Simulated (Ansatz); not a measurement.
GeSe in space group P4_2/mmc (No. 131; Ge on 2c, Se on 2e) under volume change, plane-wave PAW PBE (Ansatz code), shape and atoms relaxed at each volume.

```csv
V (Å³/atom),E − E(relaxed) (meV/atom),P (GPa)
23.864,22.5,3.50
24.651,8.9,2.08
25.438,[?],[?]
26.224,0.0,0.00
27.011,[?],[?]
27.798,6.1,-1.31
28.584,14.0,-1.91
```

Problem. Some entries are withheld; supply them.

Solution. 
- 25.438, E − E(relaxed) (meV/atom): 1.9
- 25.438, P (GPa): 0.87
- 27.011, E − E(relaxed) (meV/atom): 1.3
- 27.011, P (GPa): -0.60

Problem. What does a third-order Birch–Murnaghan fit give for V₀, B₀ and B′?

Solution. V₀ = 26.25 Å³/atom, B₀ = 27.6 GPa, B′ = 5.8.

The cell is a constructed one: a structure type filled with these elements; neither database checked (COD, Materials Project) lists it. It is not the phase usual at ambient conditions (space group No. 62). The PBE relaxation kept the symmetry of its start; whether a distortion lowers the energy is not shown.

Potentials: the later of the program's two PAW sets.
